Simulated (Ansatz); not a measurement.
input.yaml

```yaml
crystal:
  lattice:
    - [-1.4174418653, 1.4174418653, 3.7769639634]
    - [1.4174418653, -1.4174418653, 3.7769639634]
    - [1.4174418653, 1.4174418653, -3.7769639634]
  atoms:
    - { symbol: Br, position: [0.0, 0.0, 0.0] }
basis:
  ecutwfc: 500
kpoints:
  mp_grid: { grid: [20, 20, 20] }
hamiltonian:
  xc: r2scan
scf:
  occupations: { method: gaussian, width: 0.1 }
output:
  forces: true
  stress: true
  eigenvalues: true
```

It can be run as
```bash
ansatz run input.yaml --threads 1 --pin off --backend cpu --events-out ev --progress --plain --runs-dir out  # memory cap (--max-ram) not shown
```

Level of theory: Ansatz, DFT r2SCAN, scalar-relativistic, plane waves, PAW.

Abridged output:

```
Pseudopotentials: kind: paw
Pseudopotential: Br, paw, valence charge 7, recommended cutoff 500 eV (meta_gga)
Functional definition: r2SCAN
Crystal: 1 atom, lattice volume = 30.354 Å³
Basis set: ecut = 500 eV, 785 PW (Γ), FFT grids on a1+a3, a2+a3, a3, exchange–correlation on 96×96×128 points (64 copies of the dense FFT grid, shifted against one another)
Bands: 8, of which v1, the nominal top of the filled ones, is band 4 counted from 1 (3 counted from 0)
Symmetry: 16 space group operations
Space group: I4/mmm (ITA 139), of the structure as read, at distance tolerance 3.1e-5 Å
k-points: 641 of 8000
Initial density: superposition of atomic densities (neutral atoms: chi_scale 0, normalization atom), corrected by the library's trained network
Initial wavefunctions: pseudopotential atomic-orbital guess
Functional: x = r2scan, c = r2scan; τ floored in thin density (d = 2e-4 eV/Å³)
SCF iter   1: F=—  HF=-2792.619019 eV  |F-HF|=—  |Δ(HF+E_count)|=         —  Δρ=1.15e-3  dr2=2.85e-4  dr2_τ=2.38e-3  ethr=1.77e-3  ⟨swp⟩=7.2  Hψ=46937  notcnv=0
SCF iter   2: F=—  HF=-2792.621374 eV  |F-HF|=—  |Δ(HF+E_count)|=   2.35e-3  Δρ=7.47e-4  dr2=9.45e-5  dr2_τ=1.37e-5  ethr=4.07e-6  ⟨swp⟩=2.6  Hψ=15589  notcnv=0  defer=177
SCF iter   3: F=—  HF=-2792.621498 eV  |F-HF|=—  |Δ(HF+E_count)|=   1.24e-4  Δρ=3.11e-4  dr2=4.08e-5  dr2_τ=1.14e-6  ethr=1.35e-6  ⟨swp⟩=2.1  Hψ=7089  notcnv=0  defer=177
SCF iter   4: F=—  HF=-2792.621494 eV  |F-HF|=—  |Δ(HF+E_count)|=   4.12e-6  Δρ=1.60e-4  dr2=1.08e-5  dr2_τ=1.81e-7  ethr=5.83e-7  ⟨swp⟩=1.0  Hψ=4869  notcnv=0  defer=177
SCF iter   5: F=—  HF=-2792.621493 eV  |F-HF|=—  |Δ(HF+E_count)|=   1.73e-6  Δρ=2.54e-5  dr2=2.66e-7  dr2_τ=1.13e-8  ethr=1.54e-7  ⟨swp⟩=2.4  Hψ=7161  notcnv=0  defer=177
SCF iter   6: F=-2792.621493 eV  HF=-2792.621493 eV  |F-HF|=1.39e-8  |Δ(HF+E_count)|=   3.02e-8  Δρ=9.45e-6  dr2=2.99e-8  dr2_τ=1.01e-9  ethr=1.43e-9  ⟨swp⟩=7.6  Hψ=28412  notcnv=0
SCF 1 converged in 6 iterations: F = -2792.621493 eV  dr2 = 2.99e-8
SCF converged after 6 iterations
Free energy (F): -2792.621493 eV
Harris-Foulkes:  -2792.621493 eV  (|F-HF|=1.39e-8)
Internal energy: -2792.617869 eV  (E = F + TS)
E sigma→0 (E₀):  -2792.619681 eV
Entropy (-TS):   -0.003623 eV (-3.623 meV/atom)
Fermi energy:    2.994282 eV
--- Per-component energies (eV) ---
  E_band       = -24.577219
  E_kinetic    = 131.795239
  E_local      = -216.903037  (includes V_loc(G=0)·N_el)
  E_nonlocal   = 69.938423
  E_hartree    = 54.044814
  E_xc         = -248.663436
  E_vxc        = -111.997952  (∫ρ·V_xc dr)
  E_paw        = -2270.699794  (= ΣΔE_a)
  E_vpaw       = -11.223408  (= ΣTr[D̂ρ^β])
  E_aug_tail   =  0.000000  (compensation charges beyond the density's cutoff)
  E_vtau       = 5.722871  (kinetic-family band-sum trace: ∫τ·v_τ [+ j·A + Jᵃ·Aᵃ] dr)
  E_ewald      = -311.971885
  E_core_change = -0.158194  (= ΣΔE_core)
  E_smearing   = -0.003623  (= −TS)
--- Forces (eV/Å), atoms counted from 1 ---
  atom   1  Br     0.00000000     0.00000000     0.00000000
--- Stress (GPa, compression-positive) ---
        1.075412       0.000000       0.000000
        0.000000       1.075412       0.000000
        0.000000       0.000000      -0.345270
  P = ⅓ Tr σ = 0.6019 GPa (6.019 kbar)
--- Band table (eV; the first three rows and the last of 641) ---
  k-point 0: bands = ["-14.0084", "0.1368", "3.9593", "3.9593", "8.5218", "13.3046", "13.9963", "19.9549"]
  k-point 1: bands = ["-13.9447", "0.1870", "3.6938", "3.6945", "8.6429", "13.7268", "14.3674", "18.4427"]
  k-point 2: bands = ["-13.7564", "0.3338", "3.0219", "3.0225", "8.9720", "14.8686", "15.3587", "17.0273"]
  k-point 640: bands = ["-13.8436", "-1.5816", "3.8495", "3.8495", "12.9249", "13.2604", "14.4078", "19.2587"]
```

Self-consistency was reached.

The cell holds layers, and where no dispersion correction was added their binding is poorly described. Spin polarisation was left out, and a magnetic state may lie lower.